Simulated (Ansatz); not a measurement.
Tl:
```yaml
crystal:
  lattice:
    - [3.52280, 0.00000, 0.00000]
    - [-1.76140, 3.05083, 0.00000]
    - [0.00000, 0.00000, 5.59852]
  atoms:
    - { symbol: Tl, position: [0.33333, 0.66667, 0.75000] }
    - { symbol: Tl, position: [0.66667, 0.33333, 0.25000] }
```

Relaxed with r²SCAN. Special points in fractions of this cell's reciprocal vectors: Γ (0.000, 0.000, 0.000); M (0.500, 0.000, 0.000); K (0.333, 0.333, 0.000); A (0.000, 0.000, 0.500); L (0.500, 0.000, 0.500); H (0.333, 0.333, 0.500).

Task: List the band energies nearest the Fermi level at these points for r²SCAN in the plane-wave PAW code Ansatz.

Result: In eV from the Fermi level; about four levels below and three above (degenerate sets whole), none deeper than 8.9 eV; points with the same levels are listed once.

| k | below | above |
|---|---|---|
| Γ | -5.41 -2.74 | 7.72 7.72 9.78 9.78 |
| M | -6.12 -4.93 -0.82 | 0.52 1.32 3.78 |
| K | -4.96 -4.96 -1.26 | 1.69 1.69 2.80 |
| A | -8.76 -8.76 | 3.33 3.33 8.70 8.70 8.70 8.70 |
| L | -5.10 -5.10 -2.22 -2.22 | 5.43 5.43 6.05 6.05 |
| H | -4.49 -4.49 -0.92 -0.92 | 0.25 0.25 7.57 7.57 |

Space group P6_3/mmc (hcp (Mg type)). The r²SCAN relaxation kept the symmetry of its start. Scalar-relativistic: spin–orbit coupling is off unless named, which matters more the heavier the elements.

Potentials: the earlier of the program's two PAW sets.
